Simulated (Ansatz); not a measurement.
Re (fcc (Cu type), Fm-3m) at seven volumes, LDA (plane waves, PAW; program Ansatz), scaled uniformly. One row is withheld.

```
V (Å³/atom)  P (GPa)
-----------  -------
13.089             ?
13.521         28.39
13.952         13.05
14.384          0.00
14.816        -11.12
15.247        -20.57
15.679        -28.61
```

Q: Fit the shown pressures and predict the withheld one.

A: P = (3/2)B₀(x^(7/2) − x^(5/2))[1 + (3/4)(B′ − 4)(x − 1)] with x = (V₀/V)^(2/3). Least squares on the six rows gives V₀ = 14.384 Å³/atom, B₀ = 401 GPa, B′ = 4.38. At V = 13.089, x = 1.0649 and P = 46.54 GPa. The run itself gave 46.48 GPa.

The workflow started from an entry of the Crystallography Open Database (COD), which files this formula under 2 space groups. It is not the phase usual at ambient conditions (space group No. 194). The cell was relaxed with LDA under the symmetry of its start; its stability against distortions is not shown here. The run is not spin-polarised. Scalar-relativistic: spin–orbit coupling is off unless named, which matters more the heavier the elements.

Potentials: the later of the program's two PAW sets.
